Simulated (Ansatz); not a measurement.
This cell of MgF₂ (rutile) is off equilibrium:

```
CELL_PARAMETERS angstrom
      4.89437     0.00000     0.00000
      0.00000     4.89437     0.00000
      0.00000     0.00000     2.96410
ATOMIC_POSITIONS crystal
  Mg 0.00000 0.00000 0.00000
  Mg 0.50000 0.50000 0.50000
  F  0.30358 0.30358 0.00000
  F  0.80358 0.19642 0.50000
  F  0.19642 0.80358 0.50000
  F  0.69642 0.69642 0.00000
```

Level of theory: PBE (plane waves to 420 eV, PAW, scalar-relativistic; Ansatz, a first-principles code). k mesh 7×7×11 (Γ-centred), Fermi-Dirac smearing 0.05 eV. E stands for the smeared free energy. Stress and pressure are positive under compression. As the atoms are clamped, bonds stretch with the cell, which overstates energies and stresses. MgF2 was relaxed with its symmetry unable to fall.

Problem. Give the stress tensor in GPa and the pressure.

Solution. 
```
   -5.3      0.0      0.0
    0.0     -5.3      0.0
    0.0      0.0      3.7
```
The pressure, a third of the trace, is -2.3 GPa.

Problem. It is the relaxed cell deformed to V/V₀ = 1.040, (c/a)/(c/a)₀ = 0.920, c along z, fractional positions held. What is its energy relative to the relaxed cell?

Solution. 21.9 meV/atom.

(Under strain, the slope of the energy per volume gives the stress and its curvature an elastic modulus.)
